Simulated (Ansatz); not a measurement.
According to the program Ansatz at the PBE level (PAW), Nb in the diamond structure (Fd-3m) relaxes to a = 5.904 Å. Nb has 4 nearest neighbours from 2.56 Å (tetrahedral).

Electronic character: metallic (no gap). Gap from PBE with spin–orbit coupling: none (metallic).

An equation-of-state fit gives a bulk modulus of 67.0 GPa.

The start of the workflow was typed in or built on a structure type; neither database checked (COD, Materials Project) lists it. It is not the phase usual at ambient conditions (space group No. 229). Symmetry was held in the PBE relaxation; whether a distortion lowers the energy is not shown. No spin polarisation was allowed. Scalar-relativistic: spin–orbit coupling is off unless named, which matters more the heavier the elements.

Potentials: the later of the program's two PAW sets.
